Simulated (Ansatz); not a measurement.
Ag3Pd in space group I4/mmm (No. 139; Ag on 4d, Ag on 2b, Pd on 2a), the program Ansatz at the PBE level (PAW), all energies at zero smearing, with the estimated change up to a 700 eV cutoff added, with one set of potentials and settings (totals compare only within such a set). Cell of 4 atoms (3 Ag, 1 Pd): -29744.734 eV.

```tsv
element	reference phase	E (eV/atom)
Ag	R-3m, 3 atoms in the cell	-7590.5531
Pd	Fm-3m, 1 atoms in the cell	-6972.8544
```

Formation energy per atom, worked out: (-29744.734 − 3×(-7590.5531) − 1×(-6972.8544))/4 = -0.055 eV/atom (-5 kJ per mol of atoms), at 0 K, without zero-point energy or fitted corrections.

The first step of the workflow began from a Materials Project structure, measured or hypothetical; the Crystallography Open Database copy checked does not list it. With Ag and Pd taken as one species the cell has the higher symmetry Fm-3m, so it may be an ordered model of a mixed-site phase. Its standing as an ambient phase is unchecked. The PBE relaxation kept the symmetry of its start; its stability against distortions is not shown here. No spin polarisation was allowed. The references are the lowest solids computed at this level, not always the standard phases.

Potentials: the later of the program's two PAW sets.
